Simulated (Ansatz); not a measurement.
# TiSi: computed property card

TiSi:
```cif
data_SiTi
_chemical_formula_sum 'Ti1 Si1'
_space_group_name_H-M_alt 'Pm-3m'
_space_group_IT_number 221
_space_group_name_Hall '-P 4 2 3'
_cell_length_a 3.07849
_cell_length_b 3.07849
_cell_length_c 3.07849
_cell_angle_alpha 90.000
_cell_angle_beta 90.000
_cell_angle_gamma 90.000
loop_
_atom_site_label
_atom_site_type_symbol
_atom_site_symmetry_multiplicity
_atom_site_Wyckoff_symbol
_atom_site_fract_x
_atom_site_fract_y
_atom_site_fract_z
_atom_site_occupancy
Ti1 Ti 1 a 0.00000 0.00000 0.00000 1
Si1 Si 1 b 0.50000 0.50000 0.50000 1
```

Space group Pm-3m (No. 221), CsCl type; conventional cell a = b = c = 3.0785 Å, α = β = γ = 90.00°.

Method: PBEsol in the plane-wave PAW code Ansatz. The cell and atoms are relaxed at this level. Other levels are named where they apply.

Cell and energy:

```json
{
 "volume_per_atom": "14.59 Å³",
 "density": "4.32 g/cm³",
 "Formation energy from the elements (no fitted shifts)": "-33 kJ/mol-atom"
}
```

Electronic structure:

```json
{
 "electronic_character": "metallic (no gap)",
 "Density of states at the Fermi level": "1.4 states/eV per atom (mean over ±0.08 eV)"
}
```

Mechanics:

```json
{
 "Bulk modulus (Birch–Murnaghan fit)": "137 GPa",
 "Pressure derivative B′": "4.2",
 "Elastic constants (relaxed ions, GPa)": "C11 = -54.7, C12 = 231, C44 = -108",
 "mechanical_stability": "unstable (C has a negative eigenvalue)"
}
```

Phonons:

```json
{
 "highest_zone_centre_frequency": "35.1 meV",
 "zone_centre_stability": "no imaginary mode at Γ"
}
```

The cell is a constructed one: a structure type filled with these elements; neither database checked (COD, Materials Project) lists it. COD files the formula under space group No. 25. Its standing as an ambient phase is unchecked. Symmetry was held in the PBEsol relaxation. No spin polarisation was allowed. As this level gives no gap, shear constants depend on the k-mesh and smearing (Fermi–Dirac, 0.1 eV here). As this level gives no gap, phonon frequencies hold no LO–TO term and depend on the k-mesh and smearing (Fermi–Dirac, 0.1 eV here). On the denser mesh and wider smearing of the elastic run this cell carries a stress of 0.3 GPa. The references are the lowest solids computed at this level, not always the standard phases.

Potentials: the earlier of the program's two PAW sets. The files were generated under PBE; for other functionals the program regenerates the frozen cores, and for LDA and PBEsol the local potential too.
